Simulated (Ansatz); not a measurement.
The relaxed structure here is a generated cell of Si2Ni: the first start was made by placing the elements on the sites of a structure type, and the end was not matched to a known phase here, so it may be hypothetical. Known forms of Si2Ni include space group No. 225.

One starting cell of Si2Ni (a generated cell, Si2Ni built in the Al2Cu structure type) was relaxed twice with Ansatz (plane waves, PAW, scalar-relativistic): with r2SCAN at 500 eV and with PBE at 420 eV. The r2SCAN result:

Space group I4/mcm (No. 140); a = 5.500 Å, b = 5.500 Å, c = 4.836 Å, α = 90.00°, β = 90.00°, γ = 90.00°

```tsv
atom	site	symmetry	x	y	z
Si	8h	m.2m	0.1551	0.3449	0.0000
Ni	4a	422	0.0000	0.0000	0.2500
```
(The calculation used a cell of 6 atoms; values per cell refer to that cell.)

```json
[
 {"quantity": "space group", "r2SCAN": "I4/mcm", "PBE": "I4/mcm"},
 {"quantity": "volume (Å³/atom)", "r2SCAN": "12.19", "PBE": "___"},
 {"quantity": "a (Å)", "r2SCAN": "5.500", "PBE": "___"},
 {"quantity": "c (Å)", "r2SCAN": "4.836", "PBE": "___"},
 {"quantity": "gap (eV, no spin-orbit coupling)", "r2SCAN": "0.00", "PBE": "___"}
]
```

**Question.** Fill in the PBE column.

**Answer.** 
- volume (Å³/atom), PBE: 12.56
- a (Å), PBE: 5.550
- c (Å), PBE: 4.894
- gap (eV, no spin-orbit coupling), PBE: 0.00

Both levels end in the same structure; PBE's volume is 3.0 % larger. Neither column is exact.

No spin polarisation in the result. A magnetic state may lie lower.

The run could not lose the symmetry of its start: the end is stationary, and may be a saddle point rather than a minimum.

Ansatz is an electronic-structure program.
